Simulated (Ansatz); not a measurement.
SnMo2C in space group P6_3/mmc (No. 194; Sn on 2d, Mo on 4f, C on 2a) at seven volumes, r²SCAN in the plane-wave PAW code Ansatz, shape and atoms relaxed at each. One row is withheld.

```csv
V (Å³/atom),P (GPa)
13.399,23.24
13.840,14.16
14.282,6.49
14.724,0.00
15.165,?
15.607,-9.83
16.049,-13.42
```

Problem. Fit the shown pressures and predict the withheld one.

Solution. Third-order Birch–Murnaghan: P = (3/2)B₀(x^(7/2) − x^(5/2))[1 + (3/4)(B′ − 4)(x − 1)] with x = (V₀/V)^(2/3). Least squares on the six rows gives V₀ = 14.727 Å³/atom, B₀ = 194.4 GPa, B′ = 5.00. At V = 15.165, x = 0.9807 and P = -5.30 GPa. The run itself gave -5.37 GPa.

The start of the workflow was typed in or built on a structure type; neither database checked (COD, Materials Project) lists it. Whether it is the stable phase at ambient conditions was not checked. Symmetry was held in the r²SCAN relaxation; its stability against distortions is not shown here. No spin polarisation was allowed. Spin–orbit coupling is left out wherever it is not named.

Potentials: the earlier of the program's two PAW sets.
